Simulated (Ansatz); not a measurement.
Level of theory: DFT, PBE, scalar-relativistic, no spin polarisation; plane waves to 420 eV with PAW datasets (Ansatz 0.2.0), Γ-centred 12×12×10 mesh, 0.05 eV Gaussian smearing. The datasets are Ansatz's generated set soft_2.

A compound XN has these computed properties.

```json
{
  "Space group": "P-6m2 (No. 187)",
  "Conventional cell": "a = 3.489 Å, b = 3.489 Å, c = 3.265 Å, α = 90.00°, β = 90.00°, γ = 120.00°",
  "Volume": "17.21 Å³/atom",
  "Band gap": "zero (metallic)",
  "Density of states at the Fermi level": "about 0.3 states/(eV·atom)",
  "Bader charges": "X 1.26; N -1.26 e",
  "Formation energy from the elements (0 K, uncorrected)": "1.01 eV/atom (unstable against the elements)",
  "Bulk modulus (Birch–Murnaghan)": "108 GPa",
  "Pressure derivative B0′": "4.1"
}
```

Sites: X on 1a, N on 1f.

Task: Which element is X?
A. Tl
B. Pb
C. At
D. Bi

Result: D. X is Bi, so the compound is BiN.

The cell came from substitution into a structure type; no database entry of this phase was matched, which doesn't show that none exists.

For elements this heavy, spin–orbit coupling would shift levels and gaps; it isn't included here.
